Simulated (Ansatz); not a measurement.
In DFT-PBEsol in the program Ansatz with PAW potentials, I in the molecular I2 type structure (Cmce) relaxes to a = 7.506 Å, b = 4.392 Å, c = 9.624 Å.

It is gapped at this level: 0.79 eV (indirect).

The bulk modulus is 8.5 GPa. The elastic constants imply a Debye temperature near 126 K.

The cell was relaxed with PBEsol under the symmetry of its start. A crystal of weakly bound molecules computed without a dispersion correction: the cell and the soft elastic constants depend strongly on that. Spin–orbit coupling is left out wherever it is not named.

Potentials: the later of the program's two PAW sets.
